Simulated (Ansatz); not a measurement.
Total density of states per atom from PBEsol (plane waves, PAW; program Ansatz), in 0.25 eV bins, energy from the Fermi level:

```
E (eV) | states/eV/atom
    -7.85 | ################# 0.65
    -7.60 | ################ 0.61
    -7.35 | #################### 0.77
    -7.10 | ############################## 1.17
    -6.85 | ########################## 1.01
    -6.60 | ######### 0.36
    -6.35 | ########### 0.43
    -6.10 | ######################### 0.99
    -5.85 | ###### 0.25
    -5.60 | ### 0.13
    -5.35 | ### 0.13
    -5.10 | #### 0.15
    -4.85 | ##### 0.20
    -4.60 | #### 0.14
    -4.35 | ### 0.10
    -4.10 | ########### 0.41
    -3.85 | ################ 0.63
    -3.60 | ############### 0.58
    -3.35 | ############### 0.57
    -3.10 | ############# 0.51
    -2.85 | ################### 0.73
    -2.60 | ######################### 0.97
    -2.35 | ##################### 0.80
    -2.10 | ############### 0.59
    -1.85 | ##### 0.21
    -1.60 | ### 0.11
    -1.35 | ############ 0.48
    -1.10 | ################# 0.66
    -0.85 | ################# 0.67
    -0.60 | ############## 0.56
    -0.35 | ################ 0.63
    -0.10 | ########################## 1.02
     0.15 | ################## 0.72
     0.40 | ################# 0.65
     0.65 | ############# 0.49
     0.90 | ######### 0.33
     1.15 | ############## 0.54
     1.40 | ######################### 0.99
     1.65 | ################# 0.65
     1.90 | ###################### 0.85
     2.15 | ##################### 0.83
     2.40 | ############### 0.58
     2.65 | ################## 0.69
     2.90 | ###################### 0.84
     3.15 | ######################### 0.96
     3.40 | ######################## 0.92
     3.65 | #################### 0.80
     3.90 | ################# 0.65
     4.15 | ################ 0.64
     4.40 | ############# 0.50
     4.65 | ############### 0.57
```

Problem. Which of these materials gives this?
(A) BaN, zinc blende
(B) MoRu, L1₀ or tetragonal B2
(C) InMo2N, P6_3/mmc (In on 2d, Mo on 4f, N on 2a)
(D) MoIr, rock salt

Solution. C, InMo2N, P6_3/mmc (In on 2d, Mo on 4f, N on 2a). Within 0.5 eV of the Fermi level: Mo 4d 83 %, In 5p 7 %, N 2p 6 %. Projections are on Löwdin-orthogonalised atomic valence shells; empty p or d shells of many metals are not among them.

The start of the workflow was typed in or built on a structure type; neither database checked (COD, Materials Project) lists it. Whether it is the stable phase at ambient conditions was not checked. Symmetry was held in the PBEsol relaxation. At this level the phase is mechanically unstable. The workflow began spin-polarised and lost its moments. Spin–orbit coupling is left out wherever it is not named.

Potentials: the earlier of the program's two PAW sets. The files were generated under PBE; for other functionals the program regenerates the frozen cores, and for LDA and PBEsol the local potential too.
